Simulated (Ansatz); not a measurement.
Relaxed-ion elastic tensor of Si₃N₄ in space group P6_3/m (No. 176; Pearson symbol hP42) in GPa (Voigt order), the program Ansatz at the r²SCAN+D4 level (PAW); density 2.91 g/cm³, 11.44 Å³ per atom.

|  | 1 | 2 | 3 | 4 | 5 | 6 |
|---|---|---|---|---|---|---|
| 1 | 223 | 79.5 | 28.7 | 0.0 | 0.0 | 0.0 |
| 2 | 79.5 | 223 | 28.7 | 0.0 | 0.0 | 0.0 |
| 3 | 28.7 | 28.7 | 482 | 0.0 | 0.0 | 0.0 |
| 4 | 0.0 | 0.0 | 0.0 | 103 | 0.0 | 0.0 |
| 5 | 0.0 | 0.0 | 0.0 | 0.0 | 103 | 0.0 |
| 6 | 0.0 | 0.0 | 0.0 | 0.0 | 0.0 | 72.0 |

**Question.** Is the crystal mechanically stable?

**Answer.** Yes: the smallest eigenvalue of C is 72.0 GPa.

**Question.** Work out the Voigt, Reuss and Hill averages.

**Answer.** K_V = 134, K_R = 125, K_H = 129; G_V = 108, G_R = 94.7, G_H = 101 GPa.

**Question.** Give Young's modulus, Poisson's ratio, Pugh's ratio and the universal anisotropy index.

**Answer.** E = 9KG/(3K + G) = 241 GPa; ν = 0.19; K/G = 1.28 (brittle by the Pugh limit of 1.75); A_U = 5G_V/G_R + K_V/K_R − 6 = 0.78.

**Question.** Estimate the sound speeds and the Debye temperature.

**Answer.** v_l = √((K + 4G/3)/ρ) = 9540 m/s, v_t = √(G/ρ) = 5910 m/s, mean 6510 m/s; Θ = (h/k)(3n/4πV)^(1/3) v_m = 861 K.

**Question.** How much does each axis shrink under pressure?

**Answer.** Linear compressibilities β_i = Σ_j S_ij (j = 1 to 3): x 3.1, y 3.1, z 1.7 per TPa.

The workflow started from an entry of the Crystallography Open Database (COD). Its sites differ from those of the usual phase in this space group: another stacking or structure type. The cell was relaxed with r²SCAN+D4 under the symmetry of its start; whether a distortion lowers the energy is not shown. The volume moved by -63 % from the start of the relaxation. The volume fell by over 15 % from the filed cell, which may lack light atoms or belong to other conditions.

Potentials: the later of the program's two PAW sets.
